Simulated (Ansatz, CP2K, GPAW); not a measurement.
# One calculation of GaGe3, 3 ways

```
Ge Ga
1.0
     4.27847    0.00000    0.00000
     0.00000    4.27847    0.00000
     0.00000    0.00000    4.27847
Ge Ga
3 1
Direct
  0.50000 0.50000 0.00000
  0.50000 0.00000 0.50000
  0.00000 0.50000 0.50000
  0.00000 0.00000 0.00000
```

The cell comes from a database or a generator and needn't be the stable form of this composition.

Alike in all runs: task band structure; functional r2SCAN; k mesh 6 × 6 × 6; occupations fermi-dirac, width 0.05 eV; no spin polarisation; no spin-orbit coupling. Pressure is positive in compression and, in plane waves, holds the error of the finite cutoff, which Ansatz's Pulay term estimates and takes out.

| program and potentials | plane-wave cutoff (eV) | notes | pressure (GPa) |
| --- | --- | --- | --- |
| Ansatz, Ansatz PAW | 500 | potentials made for PBE, which Ansatz adapts in part; 13.75 valence electrons an atom on average; Pulay term of +0.06 GPa included | -2.27 |
| CP2K, POTENTIAL_UZH Ge GTH-SCAN-q4, Ga GTH-SCAN-q13; TZVP-MOLOPT-SCAN-GTH basis | - | atomic basis; 6.25 valence electrons an atom on average | -4.02 |
| GPAW, GPAW PAW data sets (gpaw-data 1.2.1) | 600 | potentials made for PBE; 3.75 valence electrons an atom on average | -2.85 |

The pressure spans -4.02 (CP2K, POTENTIAL_UZH Ge GTH-SCAN-q4, Ga GTH-SCAN-q13; TZVP-MOLOPT-SCAN-GTH basis) to -2.27 GPa (Ansatz, Ansatz PAW). Rows in atomic bases carry the error of their basis and grid, which can be large.

The functional is the same throughout but for its coding, so the spread measures potentials, basis and numerics; runs on potential files found faulty are left out.
